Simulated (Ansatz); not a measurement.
ZnSe: excitons and shallow donors from band masses and screening

These are results of DFT r2SCAN, scalar-relativistic, plane waves, PAW (Ansatz 0.2.0), not measurements.

Cutoff 500 eV; k points 8×8×8 on the computed 2-atom cell (Γ-centred); Gaussian smearing, width 0.02 eV; no spin polarisation.

Relaxed cell: F-43m, a = 5.666 Å, b = 5.666 Å, c = 5.666 Å, α = 90.00°, β = 90.00°, γ = 90.00°, 2 atoms in the primitive cell.

The calculation gives a Kohn–Sham gap of 1.87 eV, an electron mass of 0.124 mₑ and a hole mass of 0.277 mₑ (harmonic means over x, y, z and over the bands degenerate at each edge), and ε∞ = 6.55 (independent particles, mean of the diagonal).

Estimate the binding energy and radius of a Wannier–Mott exciton and of a shallow donor, and say whether the hydrogenic model can hold.

The reduced mass is μ = mₙmₕ/(mₙ + mₕ) = 0.0858 mₑ, with mₙ and mₕ the band masses. With E_b = 13.606 eV × μ/ε² and a = 0.529 Å × ε/μ (μ in mₑ) the exciton has E_b = 27 meV and a = 40 Å. For a donor μ is the electron mass: 39 meV and 28 Å. The exciton's radius is 10 times the shortest lattice vector (4.01 Å), so the continuum picture is reasonable. In a polar crystal the ions screen too, so a state bound more weakly than an optical phonon feels the larger static constant, which lowers the energy and widens the orbit. The other way, the small Kohn–Sham gap and the missing local fields make ε∞ too large and the masses tend to be too light, which underbinds.